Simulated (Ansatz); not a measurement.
Level: PBE, no spin polarisation; 420 eV; 6×6×6 Γ-centred mesh; fermi-dirac occupations (width 0.1 eV); Ansatz 0.2.0, fixed geometry.

Computed maps in the lattice plane spanned by a (left to right, 3.46 Å, 10 points from zero) and b (bottom to top, 4.73 Å, 14 points from zero), 111° apart, at height 0.892 along c. The fields are smooth PAW ones with compensation charges, not the true ones near nuclei.

Valence density. Digits on a logarithmic scale: 0 up to 0.03 e/Å³, each further digit a factor of 1.6, 9 from 1.3 e/Å³ up:
```
3345544654
3455425553
3455556543
3456665432
2345554322
2334432111
1233321101
2344421111
3566432112
5797432223
5776444444
5554455544
4444566654
3345666654
```

ELF. Ten even steps from '0' (0.03) to '9' (1.00):
```
0144222342
1354463552
1465446641
2577777521
1468875210
0245542000
0123210000
1477520000
4999820000
7999721112
7998322223
6874344433
2323455542
1124433442
```

Q: The cell is MnSi2H2. Which atoms lie within 0.2 Å of this plane, and where (fractions of a and b)?

A: H at (0.19, 0.27), Si at (0.50, 0.87). The whole cell:
```
CELL_PARAMETERS angstrom
0.00000 3.45772 0.00000
4.39981 -1.72886 0.00000
-0.37653 1.72886 -7.30623
ATOMIC_POSITIONS crystal
Si 0.35090 0.26500 0.56320
Si 0.64910 0.73500 0.43680
Mn 0.27270 0.91780 0.37240
Mn 0.72730 0.08220 0.62760
H 0.99825 0.67044 0.67394
H 0.00175 0.32956 0.32606
H 0.18904 0.26976 0.89168
H 0.81096 0.73024 0.10832
Si 0.49700 0.87060 0.87660
Si 0.50300 0.12940 0.12340
```

Origin: a known structure type with other elements, at an estimated volume, so it need not be a known compound. Caveats: no spin polarisation, so a magnetic state may lie lower; the k mesh is coarse if the cell is a metal; atoms or cell far from equilibrium.
